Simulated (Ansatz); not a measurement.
Relaxed-ion elastic tensor of VSi$_{2}$ in space group P6_222 (No. 180; V on 3d, Si on 6j) in GPa (Voigt order), LDA (plane waves, PAW; program Ansatz); density 4.87 g/cm³, 12.18 Å³ per atom.

```json
[
 {"": "1", "1": "411", "2": "64.3", "3": "83.3", "4": "0.0", "5": "0.0", "6": "0.0"},
 {"": "2", "1": "64.3", "2": "411", "3": "83.3", "4": "0.0", "5": "0.0", "6": "0.0"},
 {"": "3", "1": "83.3", "2": "83.3", "3": "479", "4": "0.0", "5": "0.0", "6": "0.0"},
 {"": "4", "1": "0.0", "2": "0.0", "3": "0.0", "4": "146", "5": "0.0", "6": "0.0"},
 {"": "5", "1": "0.0", "2": "0.0", "3": "0.0", "4": "0.0", "5": "146", "6": "0.0"},
 {"": "6", "1": "0.0", "2": "0.0", "3": "0.0", "4": "0.0", "5": "0.0", "6": "173"}
]
```

Problem. Is the crystal mechanically stable?

Solution. Yes: the smallest eigenvalue of C is 146 GPa.

Problem. Work out the Voigt, Reuss and Hill averages.

Solution. K_V = 196, K_R = 194, K_H = 195; G_V = 164, G_R = 163, G_H = 163 GPa.

Problem. Give Young's modulus, Poisson's ratio, Pugh's ratio and the universal anisotropy index.

Solution. E = 9KG/(3K + G) = 383 GPa; ν = 0.17; K/G = 1.19 (brittle by the Pugh limit of 1.75); A_U = 5G_V/G_R + K_V/K_R − 6 = 0.06.

Problem. Estimate the sound speeds and the Debye temperature.

Solution. v_l = √((K + 4G/3)/ρ) = 9210 m/s, v_t = √(G/ρ) = 5790 m/s, mean 6380 m/s; Θ = (h/k)(3n/4πV)^(1/3) v_m = 825 K.

Problem. Solve the Christoffel equation for the three sound speeds along x, y, z.

Solution. Eigenvalues of C_ijkl n_j n_l equal ρv². In km/s, slowest first: x 5.48, 5.97, 9.19; y 5.48, 5.97, 9.19; z 5.48, 5.48, 9.92.

Problem. How much does each axis shrink under pressure?

Solution. Linear compressibilities β_i = Σ_j S_ij (j = 1 to 3): x 1.9, y 1.9, z 1.4 per TPa.

The cell was relaxed with LDA under the symmetry of its start. No spin polarisation was allowed. As this level gives no gap, shear constants depend on the k-mesh and smearing (Fermi–Dirac, 0.1 eV here).

Potentials: the later of the program's two PAW sets.
